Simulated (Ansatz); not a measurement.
CdS (wurtzite)

```
CdS
1.0
    4.16356     0.00000     0.00000
   -2.08178     3.60575     0.00000
    0.00000     0.00000     6.76722
Cd S
2 2
Direct
  0.66667   0.33333   0.00099
  0.33333   0.66667   0.50099
  0.66667   0.33333   0.62421
  0.33333   0.66667   0.12421
```

This relaxed cell (volume V₀) is scaled evenly in all directions, its shape held. The atoms relax within the cell's symmetry.

Level of theory: r2SCAN (plane waves to 500 eV, PAW, scalar-relativistic; Ansatz, an electronic-structure program). k mesh 9×9×5 (Γ-centred), Fermi-Dirac smearing 0.05 eV. E stands for the smeared free energy. Compression counts positive. With the shape held, the modulus is that of even scaling; a crystal free to change shape is softer. CdS was relaxed with its symmetry unable to fall. The zero of ΔE is the relaxed starting cell.

```json
[
 {"V (Å³/atom)": "21.335", "ΔE (meV/atom)": "167.9"},
 {"V (Å³/atom)": "22.351", "ΔE (meV/atom)": "86.9"},
 {"V (Å³/atom)": "23.367", "ΔE (meV/atom)": "35.6"},
 {"V (Å³/atom)": "24.383", "ΔE (meV/atom)": "8.2"},
 {"V (Å³/atom)": "25.399", "ΔE (meV/atom)": "0.0"},
 {"V (Å³/atom)": "26.415", "ΔE (meV/atom)": "7.1"},
 {"V (Å³/atom)": "27.431", "ΔE (meV/atom)": "withheld"},
 {"V (Å³/atom)": "28.446", "ΔE (meV/atom)": "56.0"},
 {"V (Å³/atom)": "29.462", "ΔE (meV/atom)": "93.3"}
]
```

Fit a third-order Birch-Murnaghan form (E₀, V₀, B₀, B₀′ free) to the given rows and predict ΔE at V = 27.431.

Least squares on the 8 given rows: ΔE = E₀ + (9V₀B₀/16)·y²·[2 + (B₀′ − 4)y], y = (V₀/V)^(2/3) − 1, with V₀ = 25.400 Å³/atom, B₀ = 60.28 GPa (160.2 GPa = 1 eV/Å³; the term in eV is multiplied by 1000), B₀′ = 4.45, E₀ = 0.00 meV/atom; root-mean-square residual 0.04 meV/atom. At 27.431 the fit gives 26.6 meV/atom; the calculation gives 26.6 meV/atom, the same to the digits shown. For the pressure the fit gives -3.9 GPa against the computed -3.9 GPa.

(A scan under strain: stresses follow from slopes of the energy per volume, elastic moduli from its curvatures.)
